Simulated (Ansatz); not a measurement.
The relaxed structure here is a generated cell of YGe2: the first start was made by a random draw of sites in a space group, and the end was not matched to a known phase here, so it may be hypothetical.

The start is a randomly generated symmetric cell of YGe2 (space group No. 99). Cell shape, volume and atoms are optimised at zero target pressure with r2SCAN (plane waves to 500 eV, PAW, scalar-relativistic; Ansatz, a quantum-chemistry and plane-wave program). First-step values are on the input's coarse k-mesh.

Ansatz input (later rounds restart from its end on a renewed k-mesh):
Ansatz 0.2 input:
```yaml
crystal:
  lattice:
    - [6.0910935, 0, 0]
    - [0, 6.0910935, 0]
    - [0, 0, 3.723366]
  atoms:
    - { symbol: Ge, position: [0.7313995, 0, 0.61493334] }
    - { symbol: Ge, position: [0.2686005, 0, 0.61493334] }
    - { symbol: Ge, position: [0, 0.7313995, 0.61493334] }
    - { symbol: Ge, position: [0, 0.2686005, 0.61493334] }
    - { symbol: Y, position: [0, 0, 0.20989467] }
    - { symbol: Y, position: [0.5, 0.5, 0.66879408] }
basis: { ecutwfc: 500, ecutrho_ratio: 4, xc_grid: 4, fft_grid_basis: typed }
kpoints: { mp_grid: { grid: [4, 4, 6] } }
hamiltonian:
  xc: r2scan
  dispersion: none
  pseudopotentials: { kind: paw }
scf: { occupations: { method: fermi_dirac, width: 0.05 } }
relax: { f_tol: 0.01, max_steps: 100, cell: { stress_tol: 0.02 } }
output: { forces: true, stress: true }
```

What symmetry does the relaxed structure have?

The space group goes from P4mm (No. 99) to P4/mmm (No. 123), with 6 atoms in the primitive cell.

How much energy is released per atom?

About 1.7 eV/atom.

What does it relax into? Give the structure.


Space group P4/mmm (No. 123); a = 6.054 Å, b = 6.054 Å, c = 4.783 Å, α = 90.00°, β = 90.00°, γ = 90.00°

| atom | site | symmetry | x | y | z |
|---|---|---|---|---|---|
| Ge | 4l | m2m. | 0.0000 | 0.3039 | 0.0000 |
| Y | 1b | 4/mmm | 0.0000 | 0.0000 | 0.5000 |
| Y | 1c | 4/mmm | 0.5000 | 0.5000 | 0.0000 |

Final values are on a 8×8×10 k-mesh of the relaxed cell. The start holds a very short contact (Ge–Y 2.23 Å). No spin polarisation in the result.

The run could not lose the symmetry of its start, so the end can be a saddle point.
